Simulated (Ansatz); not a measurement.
KCl:
```yaml
crystal:
  lattice:
    - [0.00000, 3.12164, 3.12164]
    - [3.12164, 0.00000, 3.12164]
    - [3.12164, 3.12164, 0.00000]
  atoms:
    - { symbol: K, position: [0.00000, 0.00000, 0.00000] }
    - { symbol: Cl, position: [0.50000, 0.50000, 0.50000] }
```

Cartesian axes are those of the cell as given.

Task: Give the high-frequency dielectric tensor and the Born effective charge tensors of the independent atoms from DFPT, PBEsol in the plane-wave PAW code Ansatz.

Result: 
ε∞:
```
2.38  0.00  0.00
0.00  2.38  0.00
0.00  0.00  2.38
```
Z* of atom 1 (K), rows: field, columns: displacement, in e:
```
1.12  0.00  0.00
0.00  1.12  0.00
0.00  0.00  1.12
```
Z* of atom 2 (Cl), rows: field, columns: displacement, in e:
```
-1.12   0.00   0.00
 0.00  -1.12   0.00
 0.00   0.00  -1.12
```

Space group Fm-3m (rock salt). The PBEsol relaxation kept the symmetry of its start.

Potentials: the later of the program's two PAW sets.
